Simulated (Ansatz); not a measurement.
# Elastic constants of SiO: input and output

The calculation used Ansatz 0.2.0, DFT PBEsol, scalar-relativistic, plane waves, PAW.

It can be run as:
```bash
ansatz run input.yaml --threads 1 --pin off --backend cpu --events-out ev --progress --plain --runs-dir out  # memory cap (--max-ram) not shown
```

Input (bare energies are in eV):
```yaml
crystal:
  lattice:
    - [2.667835904, 0.0, 0.0]
    - [-1.333917952, 2.310413666, 0.0]
    - [0.0, 0.0, 3.0921276376]
  atoms:
    - { symbol: Si, position: [0.6666666667, 0.3333333333, 0.0] }
    - { symbol: O, position: [0.0, 0.0, 0.5] }
basis:
  ecutwfc: 420
kpoints:
  mp_grid: { grid: [18, 18, 14] }
hamiltonian:
  xc: pbesol
scf:
  occupations: { method: fermi_dirac, width: 0.15 }
output:
  forces: true
  stress: true
  eigenvalues: true
elastic:
  mode: clamped_ion
  amplitude: 0.005
```

From the output:
```
--- Elastic constants: 3 strain directions × 4 members + reference (group order 12) ---
  dense FFT box of the reference and of every strained cell: 20×20×24
  strains applied: 11, 33, 23; error gains: componentwise 1.00 (the most a stress slope's error grows in a printed constant), spectral 1.41 (1 for all six strains in a standard setting)
  C = ∂σ_k/∂η_j (tension-positive GPa; Voigt order 11 22 33 23 13 12):
       202.102    102.064     34.657     -0.000      0.000      0.000
       102.064    202.102     34.657     -0.000      0.000      0.000
        34.735     34.735    653.241     -0.000      0.000      0.000
         0.000     -0.000      0.000    -28.549      0.000      0.000
         0.000     -0.000     -0.000      0.000    -28.549      0.000
        -0.000      0.000     -0.000      0.000      0.000     50.019
  reference stress σ⁰ (GPa):     -0.010     -0.010     -0.006     -0.000     -0.000     -0.000
  C* (energy form; C + prestress term) asymmetry max|C*_kj − C*_jk| = 8.285e-2 GPa — a small one proves nothing (zero by symmetry where the batch's group is 432, −43m or m−3m); a large one is finite-difference/SCF noise where every solve ...
  moduli (Voigt/Reuss/Hill, GPa): K = 155.60/133.36/144.48   G = 57.65/-197.52/-69.94   E = -250.18   ν = 0.789
  mechanically stable: NO (min eigenvalue of sym C = -28.55 GPa)
  strain η (Voigt 11):  stress-route row diagonal C_11 = 202.10 GPa, energy-path curvature d²(F+E_count+ΔE)/dδ²/Ω₀ = 202.12 GPa
    cells at ±δ against ±2δ: C11 202.18 and 202.40 GPa, apart by 0.11 % of the column's largest entry
         δ    σ_11 (GPa) F (eV) n_scf n_hpsi n_pw
    -1.000e-2      -2.1679       -1180.9113996       7  122213    385
    -5.000e-3      -1.0543       -1180.9123675       3  107761    385
     5.000e-3       0.9674       -1180.9123908       3  103922    390
     1.000e-2       1.8802       -1180.9115446       6  110545    392
  strain η (Voigt 33):  stress-route row diagonal C_33 = 653.24 GPa, energy-path curvature d²(F+E_count+ΔE)/dδ²/Ω₀ = 653.21 GPa
    cells at ±δ against ±2δ: C13 34.69 and 34.79 GPa, apart by 0.02 % of the column's largest entry
         δ    σ_33 (GPa) F (eV) n_scf n_hpsi n_pw
    -1.000e-2      -6.6826       -1180.9087198       7   50288    382
    -5.000e-3      -3.3081       -1180.9116843       3   42619    382
     5.000e-3       3.2244       -1180.9117195       3   42399    392
     1.000e-2       6.3830       -1180.9088456       6   44730    395
  strain η (Voigt 23):  stress-route row diagonal C_44 = -28.55 GPa, energy-path curvature d²(F+E_count+ΔE)/dδ²/Ω₀ = -28.50 GPa
    cells at ±δ against ±2δ: C44 -28.55 and -28.57 GPa, apart by 0.05 % of the column's largest entry
         δ    σ_23 (GPa) F (eV) n_scf n_hpsi n_pw
    -1.000e-2       0.2857       -1180.9128437       6  182590    387
    -5.000e-3       0.1428       -1180.9127167       3  169500    386
     5.000e-3      -0.1428       -1180.9127167       3  168360    386
     1.000e-2      -0.2857       -1180.9128437       5  173888    387
```

The cell was built by swapping an element in a database structure (itself possibly hypothetical) and relaxing; it need not be the stable form of this composition. In a metal, frequencies and elastic constants depend on the k mesh and the smearing, soft modes and shear constants most. Spin polarisation was left out, and a magnetic state may lie lower. A semilocal functional can close a gap that the real compound has.

As the tensor has a negative eigenvalue, the Reuss and Hill moduli of a polycrystal, and E and ν formed from them, have no physical meaning here.

Clamped-ion constants are upper bounds: once the atoms relax, a strain can turn out softer or unstable.